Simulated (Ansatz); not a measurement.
AlGaAs2:
```
CELL_PARAMETERS angstrom
      4.01068     0.00000     0.00000
      0.00000     4.01068     0.00000
      0.00000     0.00000     5.65952
ATOMIC_POSITIONS crystal
  Ga 0.00000 0.00000 0.00000
  As 0.50000 0.00000 0.25021
  Al 0.50000 0.50000 0.50000
  As 0.00000 0.50000 0.74979
```

The program Ansatz at the PBEsol level (PAW) gives a gap of 1.01 eV without spin–orbit coupling, maximum at Γ, minimum at Γ.

Question: What happens when spin–orbit coupling is switched on?

Answer: The gap shrinks by 0.10 eV, to 0.91 eV; maximum at Γ, minimum at Γ.

Question: Give the electron effective mass with spin–orbit coupling.

Answer: 0.068, 0.068, 0.10 mₑ (principal values).

Question: Give the hole effective mass with spin–orbit coupling.

Answer: 0.11, 0.12, 0.39 mₑ (principal values).

Space group P-4m2. The start of the workflow was typed in or built on a structure type; neither database checked (COD, Materials Project) lists it. Its standing as an ambient phase is unchecked. The cell was relaxed with PBEsol under the symmetry of its start; its stability against distortions is not shown here.

Potentials: the later of the program's two PAW sets.
